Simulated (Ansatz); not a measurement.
Input and steps of a relaxation of cell and atoms on SnTeS4 in the borrowed NaHoF4 type (No. 123) (the plane-wave code Ansatz, r2SCAN+rVV10). It starts from the PBEsol minimum.

```yaml
crystal:
  lattice:
    - [4.6950919219, 0.0, 0.0]
    - [0.0, 4.6950919219, 0.0]
    - [0.0, 0.0, 6.0272825323]
  atoms:
    - { symbol: Sn, position: [0.0, 0.0, 0.0] }
    - { symbol: Te, position: [0.5, 0.5, 0.5] }
    - { symbol: S, position: [0.5, 0.0, 0.7465962114] }
    - { symbol: S, position: [0.0, 0.5, 0.2534037886] }
    - { symbol: S, position: [0.5, 0.0, 0.2534037886] }
    - { symbol: S, position: [0.0, 0.5, 0.7465962114] }
kpoints:
  mp_grid: { grid: [6, 6, 4] }
hamiltonian:
  xc: r2scan
  dispersion: rvv10
scf:
  occupations: { method: fermi_dirac, width: 0.03 }
relax:
  f_tol: 0.01
  cell: {}
  max_steps: 120
output:
  write_density: true
  write_potential: true
  elf: true
  volumetric_format: npy
```

The trajectory has 6 recorded frames, each with positions in Å and forces in eV/Å. Some frames, the last among them, repeat a geometry solved again on a basis re-selected at its cell; pressure is positive in compression.

Step 1: energy 0.0 meV/atom from step 1, largest force component 0.279 eV/Å, pressure +1.19 GPa
```xyz
6
Lattice="4.6951 0.0000 0.0000 0.0000 4.6951 0.0000 0.0000 0.0000 6.0273" Properties=species:S:1:pos:R:3:forces:R:3 pbc="T T T"
Sn    0.0000    0.0000    0.0000    0.0000    0.0000    0.0000
Te    2.3475    2.3475    3.0136    0.0000    0.0000    0.0000
S     2.3475    0.0000    4.4999    0.0000    0.0000    0.2795
S     0.0000    2.3475    1.5273    0.0000    0.0000   -0.2795
S     2.3475    0.0000    1.5273    0.0000    0.0000   -0.2795
S     0.0000    2.3475    4.4999    0.0000    0.0000    0.2795
```

Step 2: energy -3.7 meV/atom from step 1, largest force component 0.117 eV/Å, pressure -1.06 GPa
```xyz
6
Lattice="4.7389 0.0000 0.0000 0.0000 4.7389 0.0000 0.0000 0.0000 6.0836" Properties=species:S:1:pos:R:3:forces:R:3 pbc="T T T"
Sn    0.0000    0.0000    0.0000    0.0000    0.0000    0.0000
Te    2.3694    2.3694    3.0418    0.0000    0.0000    0.0000
S     2.3694    0.0000    4.6065    0.0000    0.0000   -0.1174
S     0.0000    2.3694    1.4770    0.0000    0.0000    0.1174
S     2.3694    0.0000    1.4770    0.0000    0.0000    0.1174
S     0.0000    2.3694    4.6065    0.0000    0.0000   -0.1174
```

Task: Estimate where the relaxation ends.

Result:
Step 3: energy -5.5 meV/atom from step 1, largest force component 0.003 eV/Å, pressure +0.04 GPa
```xyz
6
Lattice="4.7101 0.0000 0.0000 0.0000 4.7101 0.0000 0.0000 0.0000 6.0650" Properties=species:S:1:pos:R:3:forces:R:3 pbc="T T T"
Sn    0.0000    0.0000    0.0000    0.0000    0.0000    0.0000
Te    2.3550    2.3550    3.0325    0.0000    0.0000    0.0000
S     2.3550    0.0000    4.5757    0.0000    0.0000    0.0034
S     0.0000    2.3550    1.4893    0.0000    0.0000   -0.0034
S     2.3550    0.0000    1.4893    0.0000    0.0000   -0.0034
S     0.0000    2.3550    4.5757    0.0000    0.0000    0.0034
```

Step 4: energy -5.5 meV/atom from step 1, largest force component 0.002 eV/Å, pressure -0.02 GPa
```xyz
6
Lattice="4.7148 0.0000 0.0000 0.0000 4.7148 0.0000 0.0000 0.0000 6.0582" Properties=species:S:1:pos:R:3:forces:R:3 pbc="T T T"
Sn    0.0000    0.0000    0.0000    0.0000    0.0000    0.0000
Te    2.3574    2.3574    3.0291    0.0000    0.0000    0.0000
S     2.3574    0.0000    4.5707    0.0000    0.0000    0.0025
S     0.0000    2.3574    1.4875    0.0000    0.0000   -0.0025
S     2.3574    0.0000    1.4875    0.0000    0.0000   -0.0025
S     0.0000    2.3574    4.5707    0.0000    0.0000    0.0025
```

Step 5: energy -5.5 meV/atom from step 1, largest force component 0.000 eV/Å, pressure 0.00 GPa
```xyz
6
Lattice="4.7155 0.0000 0.0000 0.0000 4.7155 0.0000 0.0000 0.0000 6.0543" Properties=species:S:1:pos:R:3:forces:R:3 pbc="T T T"
Sn    0.0000    0.0000    0.0000    0.0000    0.0000    0.0000
Te    2.3577    2.3577    3.0272    0.0000    0.0000    0.0000
S     2.3577    0.0000    4.5682    0.0000    0.0000   -0.0004
S     0.0000    2.3577    1.4861    0.0000    0.0000    0.0004
S     2.3577    0.0000    1.4861    0.0000    0.0000    0.0004
S     0.0000    2.3577    4.5682    0.0000    0.0000   -0.0004
```

Step 6: energy -5.5 meV/atom from step 1, largest force component 0.000 eV/Å, pressure +0.01 GPa
```xyz
6
Lattice="4.7155 0.0000 0.0000 0.0000 4.7155 0.0000 0.0000 0.0000 6.0543" Properties=species:S:1:pos:R:3:forces:R:3 pbc="T T T"
Sn    0.0000    0.0000    0.0000    0.0000    0.0000    0.0000
Te    2.3577    2.3577    3.0272    0.0000    0.0000    0.0000
S     2.3577    0.0000    4.5682    0.0000    0.0000   -0.0004
S     0.0000    2.3577    1.4861    0.0000    0.0000    0.0004
S     2.3577    0.0000    1.4861    0.0000    0.0000    0.0004
S     0.0000    2.3577    4.5682    0.0000    0.0000   -0.0004
```

The walk took 5 steps, besides SCFs solved again on a fresh basis, and changed the volume by +1.3 %. The last SCF, on a fresh basis, lies 5.5 meV an atom below the first. At the end: the symmetry is P4/mmm (No. 123, tetragonal); a = 4.715 Å, c = 6.054 Å in the conventional setting, 22.44 Å³ an atom. Sn has 8 S at 2.79 Å; Te has 8 S at 2.82 Å; S has 2 Sn at 2.79 Å and 2 Te at 2.82 Å.

Run as `ansatz run input.yaml --threads 2 --pin off --max-ram 2211MiB --backend cpu --events-out ev --progress --plain --runs-dir out`.

Task: It ran on 2 threads of Arm Neoverse V2, with other jobs on the host. About how long did it take, and how much host memory at the peak?

Result: About 75 s, with a peak of 0.87 GiB.

All values are calculated for a non-magnetic cell, which may be hypothetical.
